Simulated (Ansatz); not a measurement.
## Si2Mo: from a starting cell to a relaxed one

The start is a generated cell, Si2Mo built in the AFLOW prototype A2B_hP9_150_ef_bd (C22, as in Fe2P). The structure is fully relaxed (lattice and positions, P = 0) with PBEsol (plane waves to 420 eV, PAW, scalar-relativistic; Ansatz, a first-principles code). The first steps use a coarse 4×4×6 k-mesh.

Input geometry:
```
CELL_PARAMETERS angstrom
      6.26869     0.00000     0.00000
     -3.13435     5.42885     0.00000
      0.00000     0.00000     3.69692
ATOMIC_POSITIONS crystal
  Si 0.26000 0.00000 0.00000
  Si 0.00000 0.26000 0.00000
  Si 0.74000 0.74000 0.00000
  Si 0.60000 0.00000 0.50000
  Si 0.00000 0.60000 0.50000
  Si 0.40000 0.40000 0.50000
  Mo 0.00000 0.00000 0.50000
  Mo 0.33333 0.66667 0.87500
  Mo 0.66667 0.33333 0.12500
```

**Question.** Which atoms feel the largest initial force, and how large is it?

**Answer.** About 4.0 eV/Å, on Mo8, Mo9 (atoms numbered as listed).

**Question.** What symmetry does the relaxed structure have?

**Answer.** The space group goes from P321 (No. 150) to P-62m (No. 189), with 9 atoms in the primitive cell.

**Question.** How does the volume per atom move from start to end?

**Answer.** +2.8 %, from 13.98 to 14.38 Å³/atom.

**Question.** How do the shortest distances between atoms change?

**Answer.** The closest pairs of elements (up to four, under 3.6 Å), start → end: Mo–Si 2.36 → 2.47 Å; Si–Si 2.82 → 2.80 Å; Mo–Mo 3.70 → 3.16 Å.

**Question.** Is the relaxed structure metallic? Give its gap.

**Answer.** No gap (metallic).

Final values are on a 8×8×15 k-mesh of the relaxed cell. No spin polarisation in the result.

The run could not lose the symmetry of its start, so the end can be a saddle point.

The relaxed structure here is a generated cell of Si2Mo: the first start was made by placing the elements on the sites of a structure type, and the end was not matched to a known phase here, so it may be hypothetical. Known forms of Si2Mo include space group No. 139.
